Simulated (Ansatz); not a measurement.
K:
```
CELL_PARAMETERS angstrom
      2.39500     1.38276    11.59580
     -2.39500     1.38276    11.59580
      0.00000    -2.76551    11.59580
ATOMIC_POSITIONS crystal
  K  0.00000 0.00000 0.00000
  K  0.77778 0.77778 0.77778
  K  0.22222 0.22222 0.22222
```

Relaxed with r²SCAN.

### Question
Which orbitals make up the states near the Fermi level in plane-wave PAW r²SCAN (Ansatz code)?

### Answer
Within 0.5 eV of the Fermi level: K 4s 82 %, outside the projected shells 18 %. Projections are on Löwdin-orthogonalised atomic valence shells; empty p or d shells of many metals are not among them.

### Question
Tabulate the density of states.

### Answer
States/eV per cell of 3 atoms, in 0.25 eV bins, energy from the Fermi level.

```csv
E (eV),total,K 4s,K 3p
-2.45,0.00,0.00,0.00
-2.20,0.21,0.20,0.00
-1.95,0.63,0.62,0.00
-1.70,0.89,0.87,0.01
-1.45,1.11,1.08,0.01
-1.20,1.30,1.27,0.01
-0.95,1.49,1.44,0.01
-0.70,1.68,1.60,0.01
-0.45,1.87,1.74,0.01
-0.20,2.06,1.85,0.01
0.05,2.44,2.04,0.01
0.30,2.45,1.82,0.01
0.55,2.70,1.63,0.01
0.80,2.96,1.38,0.00
1.05,3.24,1.07,0.00
1.30,3.63,0.82,0.00
1.55,3.98,0.51,0.00
1.80,3.50,0.36,0.00
2.05,4.06,0.35,0.00
2.30,4.49,0.23,0.00
2.55,4.29,0.15,0.00
2.80,3.95,0.10,0.00
3.05,4.29,0.09,0.00
3.30,3.69,0.11,0.00
```

Space group R-3m (9R (Sm type)). The workflow started from a Materials Project entry (that database holds measured and hypothetical structures alike); the Crystallography Open Database copy checked does not list it. It is not the phase usual at ambient conditions (space group No. 229). The cell was relaxed with r²SCAN under the symmetry of its start; whether a distortion lowers the energy is not shown.

Potentials: the later of the program's two PAW sets.
